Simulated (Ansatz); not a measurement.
A distorted cell of V4GaS8 (space group F-43m):

```
V4GaS8
1.0
    0.00000     4.53277     4.53277
    4.53277     0.00000     4.53277
    4.53277     4.53277     0.00000
V Ga S
4 1 8
Direct
  0.60433   0.60433   0.18700
  0.60433   0.18700   0.60433
  0.18700   0.60433   0.60433
  0.60433   0.60433   0.60433
  0.00000   0.00000   0.00000
  0.86217   0.86217   0.41349
  0.86217   0.41349   0.86217
  0.41349   0.86217   0.86217
  0.86217   0.86217   0.86217
  0.36329   0.36329   0.91013
  0.36329   0.91013   0.36329
  0.91013   0.36329   0.36329
  0.36329   0.36329   0.36329
```

Level of theory: PBEsol (plane waves to 420 eV, PAW, scalar-relativistic; Ansatz, a quantum-chemistry and plane-wave program). k mesh 7×7×7 (Γ-centred), Fermi-Dirac smearing 0.05 eV. Energies are smeared free energies. Stress and pressure are positive under compression. V4GaS8 is run without spin polarisation. V4GaS8 was relaxed with its symmetry unable to fall.

**Question.** Give the stress tensor in GPa and the pressure.

**Answer.** 
```
   18.2      0.0      0.0
    0.0     18.2      0.0
    0.0      0.0     18.2
```
The pressure, a third of the trace, is 18.2 GPa.

**Question.** It is the relaxed cell scaled evenly to V/V₀ = 0.867, atoms relaxed where free. What is its energy relative to the relaxed cell?

**Answer.** 109 meV/atom.

(A scan under strain: stresses follow from slopes of the energy per volume, elastic moduli from its curvatures.)
